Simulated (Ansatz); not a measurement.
All numbers below come from DFT PBE, scalar-relativistic, plane waves, PAW in Ansatz. All cells share a 420 eV cutoff and Γ-centred k meshes spaced at most about 0.3 Å⁻¹ (about 0.25 or finer for metals, 2π included). Collinear spin in cells that started with moments and kept them past the coarse steps, no spin elsewhere.

Each of these unrelaxed guesses is relaxed in cell and atoms within its symmetry. A guess keeps its type if space group and coordination stay and the shape of the cell changes little (axis ratios within about 15 %, angles within 6°); the volume may change.

1. Y3AlN4

```
Y Al N
1.0
     3.56369   -5.03982    0.00000
     3.56369    5.03982    0.00000
     0.00000    0.00000    3.56369
Y Al N
3 1 4
Direct
  0.00000 0.50000 0.00000
  0.00000 0.00000 0.50000
  0.50000 0.00000 0.00000
  0.50000 0.50000 0.50000
  0.75000 0.75000 0.00000
  0.75000 0.25000 0.50000
  0.25000 0.75000 0.50000
  0.25000 0.25000 0.00000
```

2. Sc4SiN

```
Sc Si N
1.0
     2.58730   -4.40698    0.00000
     2.58730    4.40698    0.00000
     0.00000    0.00000    4.23011
Sc Si N
4 1 1
Cartesian
  2.5873 -1.6805 0.0000
  2.5873 1.6805 0.0000
  1.2936 -2.2035 2.1151
  1.2936 2.2035 2.1151
  2.5873 0.0000 2.1151
  0.0000 0.0000 0.0000
```

3. CaZr2N3 (collinear spin from parallel moments)

```
Ca Zr N
1.0
     4.23962    0.00000    0.00000
     0.00000    4.23962    0.00000
     0.00000    0.00000    5.22060
Ca Zr N
1 2 3
Direct
  0.00000 0.00000 0.50000
  0.50000 0.50000 0.00000
  0.00000 0.00000 0.00000
  0.50000 0.50000 0.50000
  0.00000 0.50000 0.00000
  0.50000 0.00000 0.00000
```

4. CaZr2N3

```
Ca Zr N
1.0
     4.34329    0.00000    0.00000
     0.00000    4.34329    0.00000
     0.00000    0.00000    5.32086
Ca Zr N
1 2 3
Direct
  0.50000 0.50000 0.01890
  0.50000 0.00000 0.81685
  0.00000 0.50000 0.81685
  0.50000 0.50000 0.39363
  0.50000 0.00000 0.30015
  0.00000 0.50000 0.30015
```

Question: Which guesses survive the relaxation?

Answer: Guesses 1 and 3 keep their type.

| guess | kept | start group | end group | V start (Å³/atom) | V end | b/a and c/a, end over start | nearest neighbours start | nearest neighbours end |
| --- | --- | --- | --- | --- | --- | --- | --- | --- |
| 1 | yes | Cmmm | Cmmm | 16.0 | 13.4 | 1.03, 1.00 | Al 6, N 6, Y 6 | Al 6, N 6, Y 6 |
| 2 | no | Cmmm | Cmmm | 16.1 | 23.0 | 0.67, 0.83 | N 6, Sc 8/9, Si 8 | N 2, Sc 1/2, Si 8 |
| 3 | yes | P4/mmm | P4/mmm | 15.6 | 17.8 | 1.00, 1.09 | Ca 6, N 4/6, Zr 4 | Ca 6, N 4/6, Zr 4 |
| 4 | no | P4mm | P4mm | 16.7 | 16.6 | 1.00, 0.76 | Ca 1, N 2/5, Zr 4 | Ca 6, N 2/6, Zr 2 |

Neighbours count within 15 % of an atom's shortest distance; end groups are read at 0.02 Å (0.05 Å in metals).

Another magnetic order may lie lower. Cells relaxed within their symmetry can be saddle points.

In counts of neighbours, a slash parts the counts of unlike sites.
